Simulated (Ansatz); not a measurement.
BeS:
```
BeS
1.0
    3.42332     0.00000     0.00000
   -1.71166     2.96468     0.00000
    0.00000     0.00000     7.74601
Be S
3 3
Direct
  0.00000   0.50000   0.33333
  0.50000   0.50000   0.66667
  0.50000   0.00000   0.00000
  0.00000   0.50000   0.83333
  0.50000   0.50000   0.16667
  0.50000   0.00000   0.50000
```

x, y and z are the axes in which the lattice vectors are written.

Problem. Give the high-frequency dielectric tensor and the Born effective charge tensors of the independent atoms from DFPT, DFT-PBEsol in the program Ansatz with PAW potentials.

Solution. 
ε∞:
```
6.88  0.00  0.00
0.00  6.88  0.00
0.00  0.00  7.50
```
Z* of atom 1 (Be), rows: field, columns: displacement, in e:
```
2.08  0.37  0.00
0.37  1.65  0.00
0.00  0.00  1.89
```
Z* of atom 4 (S), rows: field, columns: displacement, in e:
```
-2.02  -0.26   0.00
-0.26  -1.72   0.00
 0.00   0.00  -1.89
```

Space group P6_422. The start of the workflow was typed in or built on a structure type; neither database checked (COD, Materials Project) lists it. COD files the formula under space group No. 216. Whether it is the stable phase at ambient conditions was not checked. Symmetry was held in the PBEsol relaxation; whether a distortion lowers the energy is not shown.

Potentials: the earlier of the program's two PAW sets. The files were generated under PBE; for other functionals the program regenerates the frozen cores, and for LDA and PBEsol the local potential too.
